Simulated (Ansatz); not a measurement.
A geometry of SnSe away from equilibrium: step 5 of the relaxation of a generated cell, SnSe placed in the AFLOW prototype AB_cP8_198_a_a (B20, as in FeSi). All values below come from r2SCAN (plane waves to 500 eV, PAW, scalar-relativistic; Ansatz, an electronic-structure program). Γ-centred k-mesh 4×4×4 on the run's cell (coarser than for final values), Fermi–Dirac smearing 0.05 eV. The plane waves were selected for a different cell earlier on the path.

```xyz
8
Lattice="6.1115 0.0000 0.0000 0.0000 6.1115 0.0000 0.0000 0.0000 6.1115" Properties=species:S:1:pos:R:3 pbc="T T T"
Sn     0.9588     0.9588     0.9588
Sn     4.0145     2.0970     5.1527
Sn     5.1527     4.0145     2.0970
Sn     2.0970     5.1527     4.0145
Se     4.8974     4.8974     4.8974
Se     1.8417     4.2698     1.2141
Se     1.2141     1.8417     4.2698
Se     4.2698     1.2141     1.8417
```

**Question.** Give the Cartesian forces on all atoms (eV/Å).

**Answer.** 
| atom | Fx | Fy | Fz |
|---|---|---|---|
| Sn1 | 0.19 | 0.19 | 0.19 |
| Sn2 | 0.19 | -0.19 | -0.19 |
| Sn3 | -0.19 | 0.19 | -0.19 |
| Sn4 | -0.19 | -0.19 | 0.19 |
| Se5 | -0.29 | -0.29 | -0.29 |
| Se6 | -0.29 | 0.29 | 0.29 |
| Se7 | 0.29 | -0.29 | 0.29 |
| Se8 | 0.29 | 0.29 | -0.29 |

The path ends in P2₁3 (No. 198). No spin polarisation in the result.

The run could not lose the symmetry of its start: the end is stationary, and may be a saddle point rather than a minimum.

The end of the path is a generated cell of SnSe: the first start was made by placing the elements on the sites of a structure type, and the end was not matched to a known phase here, so it may be hypothetical. Known forms of SnSe include space group No. 62.
